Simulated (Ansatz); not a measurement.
YSi2Pt2:
```yaml
crystal:
  lattice:
    - [-2.06088, 2.06088, 4.93900]
    - [2.06088, -2.06088, 4.93900]
    - [2.06088, 2.06088, -4.93900]
  atoms:
    - { symbol: Y, position: [0.00000, 0.00000, 0.00000] }
    - { symbol: Si, position: [0.38293, 0.38293, 0.00000] }
    - { symbol: Si, position: [0.61707, 0.61707, 0.00000] }
    - { symbol: Pt, position: [0.75000, 0.25000, 0.50000] }
    - { symbol: Pt, position: [0.25000, 0.75000, 0.50000] }
```

Relaxed with PBEsol.

Problem. Map the electron localisation function on the plane through (0.000, 0.000, 0.000) spanned by u = [1, 1, 0] and v = [1, 0, 1] in lattice vectors, from plane-wave PAW PBEsol (Ansatz code).

Solution. x is the fraction of u, y of v (the angle between them is 90°; rows are the nearest grid lines); atoms in the plane: Y at (0.00, 0.00), Si at (0.38, 0.00), Si at (0.62, 0.00), Pt at (0.25, 0.50), Pt at (0.75, 0.50).
```
y \ x   0.000  0.100  0.175  0.275  0.375  0.450  0.550  0.625  0.725  0.825  0.900   1.00
------  -----  -----  -----  -----  -----  -----  -----  -----  -----  -----  -----  -----
1.00    0.329  0.503  0.090  0.385  0.519  0.665  0.665  0.519  0.385  0.090  0.503  0.329
0.905   0.767  0.325  0.144  0.432  0.236  0.685  0.685  0.236  0.432  0.144  0.325  0.767
0.857   0.853  0.181  0.211  0.433  0.438  0.691  0.691  0.438  0.433  0.211  0.181  0.853
0.762   0.535  0.111  0.310  0.327  0.677  0.601  0.601  0.677  0.327  0.310  0.111  0.535
0.714   0.152  0.185  0.312  0.385  0.577  0.510  0.510  0.577  0.385  0.312  0.185  0.152
0.619   0.071  0.340  0.415  0.636  0.364  0.328  0.328  0.364  0.636  0.415  0.340  0.071
0.524   0.149  0.348  0.525  0.678  0.318  0.252  0.252  0.318  0.678  0.525  0.348  0.149
0.476   0.149  0.348  0.525  0.678  0.318  0.252  0.252  0.318  0.678  0.525  0.348  0.149
0.381   0.071  0.340  0.415  0.636  0.364  0.328  0.328  0.364  0.636  0.415  0.340  0.071
0.286   0.152  0.185  0.312  0.385  0.577  0.510  0.510  0.577  0.385  0.312  0.185  0.152
0.238   0.535  0.111  0.310  0.327  0.677  0.601  0.601  0.677  0.327  0.310  0.111  0.535
0.143   0.853  0.181  0.211  0.433  0.438  0.691  0.691  0.438  0.433  0.211  0.181  0.853
0.0952  0.767  0.325  0.144  0.432  0.236  0.685  0.685  0.236  0.432  0.144  0.325  0.767
0.000   0.329  0.503  0.090  0.385  0.519  0.665  0.665  0.519  0.385  0.090  0.503  0.329
```

The density is the valence pseudo-density with augmentation charge, so density and ELF within about 1 Å of a nucleus are not all-electron values.

Space group I4/mmm. The workflow started from an entry of the Crystallography Open Database (COD). Its standing as an ambient phase is unchecked. The PBEsol relaxation kept the symmetry of its start; whether a distortion lowers the energy is not shown. No spin polarisation was allowed. Scalar-relativistic: spin–orbit coupling is off unless named, which matters more the heavier the elements.

Potentials: the later of the program's two PAW sets.
